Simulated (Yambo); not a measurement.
Yambo run on SrAlSiH (space group P3m1, No. 156). The wavefunctions are norm-conserving PBEsol (Quantum ESPRESSO, 72 Ry, without SOC) ones on a 3×3×2 mesh (9 occupied bands); a = b = 4.207 Å, c = 4.786 Å, α = β = 90.00°, γ = 120.00°.

Yambo input:

```
rim_cut
gw0
dyson
el_el_corr
HF_and_locXC
ppa
em1d
RandQpts= 1000000
RandGvec= 1 Ry
EXXRLvcs= 72 Ry
VXCRLvcs= 288 Ry
Chimod= "HARTREE"
% BndsRnXp
 1 | 136 |
%
NGsBlkXp= 8 Ry
% LongDrXp
 1.0 | 1.0 | 1.0 |
%
PPAPntXp= 27.2114 eV
% GbndRnge
 1 | 47 |
%
GTermKind= "BG"
DysSolver= "n"
ExtendOut
% QPkrange
 2 | 2 | 9 | 10 |
 3 | 3 | 10 | 10 |
%
```

k points by index: 2 = A, 3 = (0, 0.333, 0).

The o-*.qp file then holds:

```
#    K-point    Band    Eo [eV]    E [eV]    E-Eo [eV]    Vxc [eV]    Vnlxc [eV]    Sc|Eo [eV]    Sc|E [eV]    dSc/dw|Eo [eV]    Re(Z)    Im(Z)
#
    2    9    0.000000    -0.515774    -0.515774    -10.41009    -11.77108    0.697335    0.845219    -7.800882    0.777192    -0.001664
    2    10    1.519477    1.702575    0.183098    -9.700546    -5.445156    -4.023246    -4.072292    -7.283443    0.788851    -0.001618
    3    10    0.809730    0.841992    0.032261    -9.242908    -5.473734    -3.728181    -3.736913    -7.336230    0.787645    -0.001619
```
(The two width columns are left out.) Convergence of these settings isn't established.

Geometry relaxed with PBEsol.

The structure is a Materials Project entry; no match was found in the copy of COD used, and its stability was not checked.
